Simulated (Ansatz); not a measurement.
TaV, all-electron reference calculation

This is TaV placed on the sites of an hcp lattice with alternating layers (a generated, not necessarily known, phase), then sheared and rattled.

PBE, full-potential LAPW in Ansatz, scalar relativity, no spin–orbit coupling, point nuclei. k-points 3×3×2 (shift 0.0, 0.0, 0.5 mesh steps), Fermi–Dirac smearing of 0.15 eV. The mesh is coarse, so the numbers hold for this sampling and aren't converged over the zone. In metals such a mesh can move stress, forces and moments by their own size. No spin polarisation. So it leaves out the moments that atoms of V often carry.

```
Ta V
1.0
     2.98673    0.04969    0.00261
    -1.45033    2.51537    0.04261
     0.00426    0.08280    4.76560
Ta V
1 1
Direct
  0.51499 0.16974 0.54581
  0.81231 0.84409 0.03163
```

Forces (eV/Å): Ta1 (0.001, -0.109, -0.377); V2 (-0.001, 0.109, 0.377).

Stress xx yy zz yz xz xy in GPa, positive in compression: -11.59 -15.28 -5.33 3.15 -0.39 -0.49.

```
All-electron E − TS, for this scheme : -450460.903 eV
Pressure                             : -10.73 GPa
Largest force                        : 0.392 eV/Å
```

Task: Repeat with LDA (PW92).

Result: Beside PBE, the pressure decreases by 9.59 GPa to -20.32 GPa, and the forces move by 0.113 eV/Å (r.m.s. over the atoms).

Forces (eV/Å): Ta1 (0.022, -0.109, -0.266); V2 (-0.022, 0.109, 0.266).

Task: Now PBE (spin-polarised) at the same geometry. How do the results move? Collinear spin, started from moments of 0, 3 μB in the order of the atoms; one start, so the state needn't be the lowest.

Result: Beside PBE without spin, the pressure increases by 0.50 GPa to -10.23 GPa, and the forces move by 0.023 eV/Å (r.m.s. over the atoms). The free energy drops by 2.5 meV an atom. The total moment is 0.79 μB and the absolute moment is 0.84 μB.
